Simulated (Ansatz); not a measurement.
LiSn:
```yaml
crystal:
  lattice:
    - [5.16314, 0.00000, 0.00000]
    - [0.00000, 3.22838, 0.00000]
    - [-2.11763, 0.00000, 7.51224]
  atoms:
    - { symbol: Li, position: [0.73772, 0.50000, 0.67185] }
    - { symbol: Li, position: [0.26228, 0.50000, 0.32815] }
    - { symbol: Li, position: [0.50000, 0.50000, 0.00000] }
    - { symbol: Sn, position: [0.75256, 0.00000, 0.33881] }
    - { symbol: Sn, position: [0.24744, 0.00000, 0.66119] }
    - { symbol: Sn, position: [0.00000, 0.00000, 0.00000] }
```

Relaxed with PBE.

Question: Map the electron localisation function on the plane through (0.500, 0.500, 0.000) spanned by u = [1, 0, 0] and v = [0, 1, 0] in lattice vectors, from PBE in the plane-wave PAW code Ansatz.

Answer: x is the fraction of u, y of v (the angle between them is 90°; rows are the nearest grid lines); atoms in the plane: Li at (0.00, 0.00), Sn at (0.50, 0.50).
```
y \ x   0.000  0.0769  0.192  0.269  0.346  0.462  0.538  0.654  0.731  0.808  0.923   1.00
------  -----  ------  -----  -----  -----  -----  -----  -----  -----  -----  -----  -----
1.00    0.998   0.933  0.061  0.334  0.403  0.431  0.431  0.403  0.334  0.061  0.933  0.998
0.938   0.990   0.808  0.077  0.359  0.422  0.425  0.425  0.422  0.359  0.077  0.808  0.990
0.875   0.918   0.288  0.142  0.422  0.447  0.360  0.360  0.447  0.422  0.142  0.288  0.918
0.750   0.017   0.022  0.401  0.500  0.354  0.306  0.306  0.354  0.500  0.401  0.022  0.017
0.688   0.038   0.091  0.474  0.471  0.343  0.174  0.174  0.343  0.471  0.474  0.091  0.038
0.625   0.122   0.196  0.504  0.431  0.333  0.038  0.038  0.333  0.431  0.504  0.196  0.122
0.562   0.175   0.244  0.514  0.405  0.309  0.004  0.004  0.309  0.405  0.514  0.244  0.175
0.438   0.175   0.244  0.514  0.405  0.309  0.004  0.004  0.309  0.405  0.514  0.244  0.175
0.375   0.122   0.196  0.504  0.431  0.333  0.038  0.038  0.333  0.431  0.504  0.196  0.122
0.312   0.038   0.091  0.474  0.471  0.343  0.174  0.174  0.343  0.471  0.474  0.091  0.038
0.250   0.017   0.022  0.401  0.500  0.354  0.306  0.306  0.354  0.500  0.401  0.022  0.017
0.125   0.918   0.288  0.142  0.422  0.447  0.360  0.360  0.447  0.422  0.142  0.288  0.918
0.0625  0.990   0.808  0.077  0.359  0.422  0.425  0.425  0.422  0.359  0.077  0.808  0.990
0.000   0.998   0.933  0.061  0.334  0.403  0.431  0.431  0.403  0.334  0.061  0.933  0.998
```

The density is the valence pseudo-density with augmentation charge, so density and ELF within about 1 Å of a nucleus are not all-electron values.

Space group P2/m. The first step of the workflow began from a Materials Project structure, measured or hypothetical; the Crystallography Open Database files this formula in space group No. 10, but the cells were not matched. Whether it is the stable phase at ambient conditions was not checked. Symmetry was held in the PBE relaxation; its stability against distortions is not shown here. Spin–orbit coupling is left out wherever it is not named.

Potentials: the later of the program's two PAW sets.
